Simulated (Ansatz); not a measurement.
Geometry optimisation in Ansatz: input, command and trajectory.

```yaml
crystal:
  lattice:
    - [3.065510749, 0.0, 0.0]
    - [-1.5327553745, 2.6548101842, 0.0]
    - [0.0, 0.0, 3.2530112013]
  atoms:
    - { symbol: Nb, position: [0.0, 0.0, 0.0] }
    - { symbol: B, position: [0.3333333333, 0.6666666667, 0.5] }
    - { symbol: B, position: [0.6666666667, 0.3333333333, 0.5] }
basis:
  ecutwfc: 420
kpoints:
  mp_grid: { grid: [18, 18, 12] }
hamiltonian:
  xc: pbesol
scf:
  occupations: { method: gaussian, width: 0.1 }
output:
  forces: true
  stress: true
  eigenvalues: true
relax:
  adjacent_minimum: "off"
  f_tol: 0.01
  max_steps: 30
  cell: { stress_tol: 0.1, fix: [volume] }
```

```bash
ansatz run input.yaml --threads 1 --pin off --max-ram 2560MiB --backend cpu --events-out ev --progress --plain --runs-dir out
```

The calculation used DFT PBEsol, scalar-relativistic, plane waves, PAW in Ansatz.

The volume is held at 0.97 times that of the relaxed cell.

Of 3 frames 3 are shown, positions in Å and forces in eV/Å; the SCF threshold varies from step to step. Steps run on the plane waves of an earlier cell, with a Pulay correction in the pressure. The basis is chosen afresh for the last frame, the zero of the energies, and at times for earlier ones too; energy and pressure step there, also at an unchanged geometry.

```xyz
3
Lattice="3.0655 0.0000 0.0000 -1.5328 2.6548 0.0000 0.0000 0.0000 3.2530" Properties=species:S:1:pos:R:3:forces:R:3 pbc="T T T" step=1 free_energy_over_end_meV_per_atom=0.04 pressure_GPa=9.79
Nb    0.0000    0.0000    0.0000    0.0000    0.0000    0.0000
B     0.0000    1.7699    1.6265    0.0000    0.0000    0.0000
B     1.5328    0.8849    1.6265    0.0000    0.0000    0.0000
3
Lattice="3.0680 0.0000 0.0000 -1.5340 2.6570 0.0000 0.0000 0.0000 3.2476" Properties=species:S:1:pos:R:3:forces:R:3 pbc="T T T" step=2 free_energy_over_end_meV_per_atom=0.00 pressure_GPa=9.75
Nb    0.0000    0.0000    0.0000    0.0000    0.0000    0.0000
B     0.0000    1.7713    1.6238    0.0000    0.0000    0.0000
B     1.5340    0.8857    1.6238    0.0000    0.0000    0.0000
3
Lattice="3.0680 0.0000 0.0000 -1.5340 2.6570 0.0000 0.0000 0.0000 3.2476" Properties=species:S:1:pos:R:3:forces:R:3 pbc="T T T" step=3 free_energy_over_end_meV_per_atom=0.00 pressure_GPa=9.75
Nb    0.0000    0.0000    0.0000    0.0000    0.0000    0.0000
B     0.0000    1.7713    1.6238    0.0000    0.0000    0.0000
B     1.5340    0.8857    1.6238    0.0000    0.0000    0.0000
```

It took 38 s on 1 thread of AMD EPYC (Zen 3) (shared host), peak memory 0.42 GiB.